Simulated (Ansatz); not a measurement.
Relaxed Au (fcc, Cu type):

```yaml
crystal:
  lattice:
    - [4.08345, 0.00000, 0.00000]
    - [0.00000, 4.08345, 0.00000]
    - [0.00000, 0.00000, 4.08345]
  atoms:
    - { symbol: Au, position: [0.00000, 0.00000, 0.00000] }
    - { symbol: Au, position: [0.50000, 0.50000, 0.00000] }
    - { symbol: Au, position: [0.50000, 0.00000, 0.50000] }
    - { symbol: Au, position: [0.00000, 0.50000, 0.50000] }
```

In this cell atom 3 (Au, nearest neighbour Au at 2.887 Å; its periodic images, 4.1 Å or more away, move with it) is moved by u·(1.000, 0.000, 0.000) + v·(0.000, 1.000, 0.000); the rest is frozen.

Method: PBEsol (plane waves to 420 eV, PAW, scalar-relativistic; Ansatz, a quantum-chemistry and plane-wave program). k mesh 9×9×9 (Γ-centred), Fermi-Dirac smearing 0.05 eV. With partly filled bands, energies and forces of such displacements shift with the k mesh and the smearing. Fu and Fv are the components of the force on the atom. Au was relaxed with its symmetry unable to fall. Spin-orbit coupling is left out, though Au is heavy. 

```tsv
Fv (eV/Å)	u = -0.430	u = -0.287	u = -0.143	u = 0.000	u = 0.143	u = 0.287	u = 0.430
v = -0.430	6.04	___	3.79	___	3.79	___	6.04
v = -0.287	___	2.70	2.26	2.12	2.26	2.70	___
v = -0.143	1.62	1.24	1.04	0.98	1.04	1.24	1.62
v = 0.000	0.00	0.00	0.00	0.00	0.00	0.00	0.00
v = 0.143	-1.62	-1.24	-1.04	-0.98	-1.04	-1.24	-1.62
v = 0.287	___	-2.70	-2.26	-2.12	-2.26	-2.70	___
v = 0.430	-6.04	___	-3.79	___	-3.79	___	-6.04
```

### Question
Complete the blanks.

### Answer

- v = -0.430, u = -0.287: 4.56
- v = -0.430, u = 0.000: 3.55
- v = -0.430, u = 0.287: 4.56
- v = -0.287, u = -0.430: 3.55
- v = -0.287, u = 0.430: 3.55
- v = 0.287, u = -0.430: -3.55
- v = 0.287, u = 0.430: -3.55
- v = 0.430, u = -0.287: -4.56
- v = 0.430, u = 0.000: -3.55
- v = 0.430, u = 0.287: -4.56

(A displaced cell: forces are minus the slopes of the energy, force constants its curvatures, and phonons follow from these.)
